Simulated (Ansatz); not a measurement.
One crystal and one scan (scan of one atom of the cell) at two levels, PBE (plane waves to 420 eV, PAW, scalar-relativistic; Ansatz, a quantum-chemistry and plane-wave program) and r2SCAN (plane waves to 500 eV, PAW, scalar-relativistic; Ansatz), each from its own relaxed cell and on its own mesh. The cell shown is that of PBE.

Starting cell, CsPbCl3 (cubic perovskite):

```
CELL_PARAMETERS angstrom
      5.73565     0.00000     0.00000
      0.00000     5.73565     0.00000
      0.00000     0.00000     5.73565
ATOMIC_POSITIONS crystal
  Cs 0.00000 0.00000 0.00000
  Pb 0.50000 0.50000 0.50000
  Cl 0.00000 0.50000 0.50000
  Cl 0.50000 0.50000 0.00000
  Cl 0.50000 0.00000 0.50000
```

In this cell atom 4 (Cl, nearest neighbour Pb at 2.868 Å; its periodic images, 5.7 Å or more away, move with it) is moved by s along Cartesian [111], unit vector (0.577, 0.577, 0.577); all other atoms and the cell stay fixed.

E stands for the smeared free energy. CsPbCl3 was relaxed with its symmetry unable to fall. Spin-orbit coupling is left out, though Pb is heavy. The PAW data are Ansatz's earlier set. This is a high-temperature form of CsPbCl3. Both scans cover s from -0.570 to 0.570 Å.

ΔE (meV/cell), each from the undisplaced structure of its own level:

```
s (Å)     PBE    r2SCAN
------  -----  --------
-0.570  139.3     162.7
-0.456   81.7  withheld
-0.342   42.3      49.3
-0.228   17.5      20.4
-0.114    4.2       4.9
0.000     0.0       0.0
0.114     4.2       4.9
0.228    17.5      20.4
0.342    42.3      49.3
0.456    81.7  withheld
0.570   139.3     162.7
```

**Question.** Estimate the r2SCAN value at -0.456 from the PBE value there and the ratio of the two levels in the two nearest given rows on that side of the minimum.

**Answer.** At -0.570 and -0.342 the ratio r2SCAN/PBE averages 1.167, which gives 1.167 × 81.7 = 95.3 meV/cell. The calculation gives 95.3 meV/cell, +16.6 % against PBE.

(A displaced cell: forces are minus the slopes of the energy, force constants its curvatures, and phonons follow from these.)
